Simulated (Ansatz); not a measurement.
SiB₂Mo₂:
Space group Cmmm (No. 65); a = 3.045 Å, b = 11.083 Å, c = 3.113 Å, α = β = γ = 90.00°

```csv
atom,site,symmetry,x,y,z
Si,2a,mmm,0.0000,0.0000,0.0000
Mo,4j,m2m,0.5000,0.1366,0.5000
B,4i,m2m,0.0000,0.2069,0.0000
```
(The calculation used a cell of 5 atoms; values per cell refer to that cell.)

Relaxed with PBEsol.

Task: Which orbitals make up the states near the Fermi level in PBEsol (plane waves, PAW; program Ansatz)?

Result: Within 0.5 eV of the Fermi level: Mo 4d 68 %, B 2p 11 %, Si 3s 8 %, Si 3p 6 %. Projections are on Löwdin-orthogonalised atomic valence shells; empty p or d shells of many metals are not among them.

Task: Tabulate the density of states.

Result: States/eV per cell of 5 atoms, in 0.25 eV bins, energy from the Fermi level.

```
E (eV)  total  Mo 4d  B 2p  Si 3p
------  -----  -----  ----  -----
-7.85    1.02   0.30  0.34   0.13
-7.60    1.04   0.30  0.36   0.13
-7.35    1.08   0.31  0.39   0.14
-7.10    0.99   0.29  0.38   0.12
-6.85    1.05   0.31  0.41   0.13
-6.60    1.35   0.41  0.51   0.22
-6.35    2.20   0.71  0.87   0.38
-6.10    2.22   0.74  0.85   0.37
-5.85    2.44   0.94  0.84   0.44
-5.60    2.31   0.88  0.83   0.38
-5.35    2.33   0.92  0.85   0.38
-5.10    2.61   1.05  0.87   0.52
-4.85    2.83   1.23  0.88   0.56
-4.60    3.12   1.44  0.94   0.58
-4.35    4.63   2.44  1.33   0.66
-4.10    6.02   3.26  1.58   0.88
-3.85    2.92   1.72  0.63   0.43
-3.60    1.94   1.24  0.37   0.25
-3.35    1.69   1.20  0.28   0.15
-3.10    1.48   1.08  0.24   0.12
-2.85    1.01   0.74  0.15   0.09
-2.60    0.73   0.54  0.10   0.07
-2.35    0.70   0.53  0.08   0.07
-2.10    1.42   1.13  0.12   0.12
-1.85    2.47   1.98  0.19   0.21
-1.60    2.75   2.18  0.20   0.24
-1.35    2.84   2.25  0.21   0.23
-1.10    3.42   2.71  0.23   0.24
-0.85    3.31   2.63  0.23   0.20
-0.60    2.10   1.66  0.17   0.13
-0.35    1.85   1.28  0.20   0.11
-0.10    1.31   0.88  0.16   0.07
0.15     1.79   1.16  0.22   0.12
0.40     1.64   1.10  0.18   0.13
0.65     1.55   1.01  0.16   0.15
0.90     1.89   1.22  0.23   0.19
1.15     2.18   1.40  0.28   0.24
1.40     2.66   1.84  0.32   0.25
1.65     2.79   2.01  0.33   0.21
1.90     3.21   2.27  0.41   0.25
2.15     3.81   2.71  0.49   0.27
2.40     3.99   2.85  0.51   0.27
2.65     2.52   1.60  0.43   0.19
2.90     3.17   1.86  0.63   0.23
3.15     1.89   0.95  0.41   0.19
3.40     1.81   0.81  0.45   0.18
3.65     1.98   0.83  0.49   0.21
3.90     1.52   0.61  0.36   0.15
4.15     1.87   0.74  0.43   0.16
4.40     2.17   0.74  0.48   0.22
4.65     2.09   0.63  0.44   0.26
```

The start of the workflow was typed in or built on a structure type; neither database checked (COD, Materials Project) lists it. Its standing as an ambient phase is unchecked. The cell was relaxed with PBEsol under the symmetry of its start; whether a distortion lowers the energy is not shown. The run is not spin-polarised. Scalar-relativistic: spin–orbit coupling is off unless named, which matters more the heavier the elements.

Potentials: the later of the program's two PAW sets.
